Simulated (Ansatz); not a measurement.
Problem. AgI in space group P6_3mc (No. 186; Ag on 2a, Ag on 2b, I on 2a, I on 2b) is relaxed with PBE+D3(BJ) (plane waves, PAW; program Ansatz). What lattice parameters of the conventional cell result?

Solution. a = 4.436 Å, c = 14.612 Å.

Problem. Give the free coordinates with the occupied sites.

Solution. In one choice of origin and axes:

```tsv
atom	site	symmetry	x	y	z
Ag	2a	3m.	0.0000	0.0000	0.3215
Ag	2b	3m.	0.6667	0.3333	0.4288
I	2a	3m.	0.0000	0.0000	0.0183
I	2b	3m.	0.6667	0.3333	0.2314
```

Problem. Is it a metal or does it have a gap at this level?

Solution. A gap of 1.45 eV, direct.

The workflow started from a Materials Project entry (that database holds measured and hypothetical structures alike). Its sites differ from those of the usual phase in this space group: another stacking or structure type. Symmetry was held in the PBE+D3(BJ) relaxation; its stability against distortions is not shown here. No spin polarisation was allowed. Spin–orbit coupling is left out wherever it is not named.

Potentials: the earlier of the program's two PAW sets.
